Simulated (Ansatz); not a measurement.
BPd$_{2}$:
```
BPd2
1.0
    4.70033     0.00000     0.00000
    0.00000     5.08354     0.00000
    0.00000     0.00000     3.11513
B Pd
2 4
Cartesian
  2.35017   2.54177   1.55757
  0.00000   0.00000   0.00000
  3.53715   0.79063   1.55757
  1.16319   4.29291   1.55757
  1.18698   1.75114   0.00000
  3.51335   3.33240   0.00000
```

Relaxed with PBEsol. Special points in fractions of this cell's reciprocal vectors: Γ (0.000, 0.000, 0.000); X (0.500, 0.000, 0.000); S (0.500, 0.500, 0.000); Y (0.000, 0.500, 0.000); Z (0.000, 0.000, 0.500); U (0.500, 0.000, 0.500); R (0.500, 0.500, 0.500); T (0.000, 0.500, 0.500).

Task: List the band energies nearest the Fermi level at these points for DFT-PBEsol in the program Ansatz with PAW potentials.

Result: In eV from the Fermi level; about four levels below and three above (degenerate sets whole), none deeper than 8.9 eV; points with the same levels are listed once.

| k | below | above |
|---|---|---|
| Γ | -1.81 -1.70 -1.56 -0.07 | 0.75 1.59 2.65 |
| X | -1.66 -1.66 -1.45 -1.45 | 2.36 2.36 5.06 5.06 |
| S | -2.16 -2.16 -1.56 -1.56 | 4.33 4.33 5.47 5.47 |
| Y | -2.63 -2.63 -2.00 -2.00 | 0.81 0.81 2.10 2.10 |
| Z | -1.76 -1.76 -1.55 -1.55 | 1.51 1.51 1.69 1.69 |
| U | -1.90 -1.90 -1.85 -1.85 | 0.04 0.04 2.90 2.90 |
| R | -1.34 -1.34 -1.13 -1.13 | 1.97 1.97 2.02 2.02 |
| T | -0.75 -0.75 -0.42 -0.42 | 1.96 1.96 2.39 2.39 |

Space group Pnnm. The workflow started from a Materials Project entry (that database holds measured and hypothetical structures alike); the Crystallography Open Database files this formula in space group No. 58, but the cells were not matched. Its standing as an ambient phase is unchecked. The cell was relaxed with PBEsol under the symmetry of its start; whether a distortion lowers the energy is not shown. No spin polarisation was allowed. Spin–orbit coupling is left out wherever it is not named.

Potentials: the later of the program's two PAW sets.
